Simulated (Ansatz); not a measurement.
Relaxed-ion elastic tensor of CoPtO₂ in space group R-3m (No. 166; Co on 3b, Pt on 3a, O on 6c) in GPa (Voigt order), DFT-PBEsol in the program Ansatz with PAW potentials; density 11.77 g/cm³, 10.09 Å³ per atom.

```
 384   168   176  -9.3   0.0   0.0
 168   384   176   9.3   0.0   0.0
 176   176   660   0.0   0.0   0.0
-9.3   9.3   0.0  83.3   0.0   0.0
 0.0   0.0   0.0   0.0  83.3  -9.3
 0.0   0.0   0.0   0.0  -9.3   108
```

Task: Is the crystal mechanically stable?

Result: Yes: the smallest eigenvalue of C is 80.2 GPa.

Task: Work out the Voigt, Reuss and Hill averages.

Result: K_V = 274, K_R = 259, K_H = 267; G_V = 115, G_R = 103, G_H = 109 GPa.

Task: Give Young's modulus, Poisson's ratio, Pugh's ratio and the universal anisotropy index.

Result: E = 9KG/(3K + G) = 289 GPa; ν = 0.32; K/G = 2.44 (ductile by the Pugh limit of 1.75); A_U = 5G_V/G_R + K_V/K_R − 6 = 0.64.

Task: Estimate the sound speeds and the Debye temperature.

Result: v_l = √((K + 4G/3)/ρ) = 5920 m/s, v_t = √(G/ρ) = 3050 m/s, mean 3410 m/s; Θ = (h/k)(3n/4πV)^(1/3) v_m = 470 K.

Task: Solve the Christoffel equation for the three sound speeds along x, y, z.

Result: Eigenvalues of C_ijkl n_j n_l equal ρv². In km/s, slowest first: x 2.61, 3.07, 5.71; y 2.66, 3.03, 5.71; z 2.66, 2.66, 7.48.

Task: How much does each axis shrink under pressure?

Result: Linear compressibilities β_i = Σ_j S_ij (j = 1 to 3): x 1.6, y 1.6, z 0.66 per TPa.

The cell was relaxed with PBEsol under the symmetry of its start; of distortions, only those at the zone centre were tested. The run is not spin-polarised. No Hubbard U is applied. As this level gives no gap, shear constants depend on the k-mesh and smearing (Fermi–Dirac, 0.1 eV here). Scalar-relativistic: spin–orbit coupling is off unless named, which matters more the heavier the elements.

Potentials: the later of the program's two PAW sets.
